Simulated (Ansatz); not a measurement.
The calculation used DFT PBE, scalar-relativistic, plane waves, PAW in Ansatz. All cells share a 420 eV cutoff and Γ-centred k meshes spaced at most about 0.3 Å⁻¹ (about 0.25 or finer for metals, 2π included). No spin polarisation in the final relaxations.

Temperature and zero-point effects are left out.

Two relaxed structures of GaSbTe2S:

A.

Space group P3m1 (No. 156). a = 3.934 Å, b = 3.934 Å, c = 10.876 Å, α = 90.00°, β = 90.00°, γ = 120.00°
| atom | site | symmetry | x | y | z |
| --- | --- | --- | --- | --- | --- |
| Ga | 1a | 3m. | 0.0000 | 0.0000 | 0.5745 |
| Sb | 1b | 3m. | 0.3333 | 0.6667 | 0.9855 |
| Te | 1c | 3m. | 0.6667 | 0.3333 | 0.8018 |
| Te | 1a | 3m. | 0.0000 | 0.0000 | 0.1617 |
| S | 1c | 3m. | 0.6667 | 0.3333 | 0.4766 |

B.

Space group Pmmm (No. 47). a = 3.393 Å, b = 4.196 Å, c = 11.510 Å, α = 90.00°, β = 90.00°, γ = 90.00°
```
atom  site  symmetry       x       y       z
  Ga    1e       mmm  0.0000  0.5000  0.0000
  Sb    1g       mmm  0.0000  0.5000  0.5000
  Te    2r       mm2  0.0000  0.5000  0.2321
   S    1d       mmm  0.5000  0.0000  0.5000
```

Problem. Which would you expect to be lower, and how large is the difference?

Solution. A is lower, by 277 meV/atom. A has space group P3m1 (No. 156), 29.2 Å³/atom and no gap on its mesh; B has space group Pmmm (No. 47), 32.8 Å³/atom and no gap. The shortest distance is 2.51 Å (Ga–S) in A and 2.67 Å (Ga–Te) in B. In A, Ga is surrounded by 3 S at 2.51 Å and 3 Te at 3.36 Å; Sb is surrounded by 6 Te at 2.97–3.03 Å; Te on its first site has 3 Sb at 3.03 Å, 3 Ga at 3.36 Å, 1 S at 3.54 Å and 6 Te at 3.93 Å; S is surrounded by 3 Ga at 2.51 Å and 1 Te at 3.54 Å; 1 more site not described. In B, Ga has 2 Te at 2.67 Å; Sb is surrounded by 4 S at 2.70 Å, 2 Te at 3.08 Å and 2 Sb at 3.39 Å; Te has 1 Ga at 2.67 Å, 1 Sb at 3.08 Å and 2 Te at 3.39 Å; S has 4 Sb at 2.70 Å. Both come from invented guesses. A third cell relaxed alike, in Pm, lies 8 meV/atom below the lower of the two; the Pmmm cell fell into it when its atoms were moved at random.

No dispersion correction is applied, so the spacing and binding between layers, chains or molecules are poorly described (P3m1), and this can change margins and order among such cells. Spin–orbit coupling, which can matter for Sb and Te, is left out. Cells relaxed within their symmetry can be saddle points.
